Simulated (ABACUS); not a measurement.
Worked example: self-consistent single point of TlSbS2 (P-1, 8 atoms in the cell; from Materials Project mp-676540, changed as shown) in ABACUS.

Level of theory: LDA (PW92), numerical atomic orbitals TZP (confined pseudo-atomic orbitals with Gaussian additions; energy shift 0.01 Ry), PseudoDojo 0.4 standard norm-conserving LDA (tails mended) pseudopotentials in ABACUS.

The change in words: volume scaled by 0.99. Reference geometry (P-1):
```yaml
crystal:
  lattice:
    - [6.35093, 0.00000, 0.00000]
    - [0.13500, 6.47568, 0.00000]
    - [2.49065, 2.80830, 5.94389]
  atoms:
    - { symbol: Tl, position: [0.87064, 0.61402, 0.74368] }
    - { symbol: Tl, position: [0.12936, 0.38598, 0.25632] }
    - { symbol: Sb, position: [0.40930, 0.08577, 0.75110] }
    - { symbol: Sb, position: [0.59070, 0.91423, 0.24890] }
    - { symbol: S, position: [0.78230, 0.09192, 0.79031] }
    - { symbol: S, position: [0.21770, 0.90808, 0.20969] }
    - { symbol: S, position: [0.37114, 0.72112, 0.73003] }
    - { symbol: S, position: [0.62886, 0.27888, 0.26997] }
```

Reference input (self-consistent single point, DFT, LDA (PW92), numerical atomic orbitals TZP (confined pseudo-atomic orbitals with Gaussian additions; energy shift 0.01 Ry), PseudoDojo 0.4 standard norm-conserving LDA (tails mended) pseudopotentials): basis = TZP numerical atomic orbitals, energy shift 0.01 Ry; KPT = MP 2 2 2 0 0 0; basis_type = lcao; dft_functional = PWLDA; ecutwfc = 100 Ry; smearing_method = fixed; potentials = PseudoDojo 0.4 standard norm-conserving LDA (tails mended); symmetry = 1; symmetry_prec = 1e-05; ks_solver = genelpa; scf_nmax = 100; scf_thr = 1.0e-07. This run's input differs from it in these lines:

```diff
@@ -31,8 +31,8 @@
 LATTICE_CONSTANT
-12.001518
+11.961373
 
 LATTICE_VECTORS
-   1.0000000281    0.0000000000    0.0000000000
-   0.0212570448    1.0196432934    0.0000000000
-   0.3921707639    0.4421878495    0.9359092553
+   0.9999999996    0.0000000000    0.0000000000
+   0.0212569786    1.0196433120    0.0000000000
+   0.3921707963    0.4421878113    0.9359093006
```

The program printed (abridged):

```
 SELF-CONSISTENT
 -------------------------------------------

                  longest orb rcut (Bohr) = 8.4
   longest nonlocal projector rcut (Bohr) = 2.62
                     search radius (Bohr) = 22

                          real space grid = [ 80, 80, 90 ]
                                 init_chg = atomic

 LCAO ALGORITHM --------------- ION=   1  ELEC=   1--------------------------------

 Density error is 0.0647707416675
 E_KohnSham     -693.8744991083      -9440.6468847693
 E_Fermi        0.3439650521         4.6798846209

 LCAO ALGORITHM --------------- ION=   1  ELEC=   2--------------------------------

   [... lines left out ...]

   [... 8 blocks of this kind left out ...]

 LCAO ALGORITHM --------------- ION=   1  ELEC=  11--------------------------------

 Density error is 1.5197241403e-07
 E_KohnSham     -694.0466053629      -9442.9885104930
 E_Fermi        0.3868163262         5.2629061160

 LCAO ALGORITHM --------------- ION=   1  ELEC=  12--------------------------------

 Density error is 3.72793333419e-08
 E_KohnSham     -694.0466053629      -9442.9885104931
 E_KS(sigma->0) -694.0466053629      -9442.9885104931
 E_entropy(-TS) 0.0000000000         0.0000000000
 E_Fermi        0.3868163266         5.2629061216
 charge density convergence is achieved
 final etot is -9442.9885105 eV
 EFERMI = 5.2629061216 eV

 STATE ENERGY(eV) AND OCCUPATIONS    NSPIN == 1
   [... 47 lines left out ...]

 TOTAL-FORCE (eV/Angstrom)
                       Tl1        -0.0869079060         0.1405759367         0.0450255630
                       Tl2         0.0869079060        -0.1405759367        -0.0450255630
                       Sb1        -0.0488911885         0.1363284325        -0.0593562791
                       Sb2         0.0488911885        -0.1363284325         0.0593562791
                        S1         0.0830837961         0.0815242579        -0.1634722017
                        S2        -0.0830837961        -0.0815242579         0.1634722017
                        S3        -0.0128805624        -0.2940506750         0.0648804038
   [... lines left out ...]

 TOTAL-STRESS (KBAR)
       -49.8974946155        -3.3348440436         2.9125824136
        -3.3348440436       -46.2853595535         1.0431570537
         2.9125824136         1.0431570537       -37.7171080426
 TOTAL-PRESSURE: -44.633321 KBAR

 --------------------------------------------
 !FINAL_ETOT_IS -9442.9885104930854141 eV
 --------------------------------------------
```

The run converged in 12 iterations. Against the reference run the free energy goes down by 8.9 meV/atom, the pressure goes from -4.83 to -4.46 GPa and the largest force goes from 0.218 to 0.301 eV/Å.

Spin-orbit coupling is left out, which matters for bands and gaps with elements this heavy. The atom-centred basis is finite, which shifts total energies, pressures and forces against plane waves. The structure comes from a collection of computed structures, made at another level of theory; the collection holds predicted forms beside known ones.

Cost on one core: around 100 core-seconds (rough).

The atomic orbitals were generated for these runs; they are not ABACUS's published sets and were checked against plane waves on a few crystals only.

“Tails mended”: in these copies of the files the far tail of each local potential was reset to the Coulomb form.
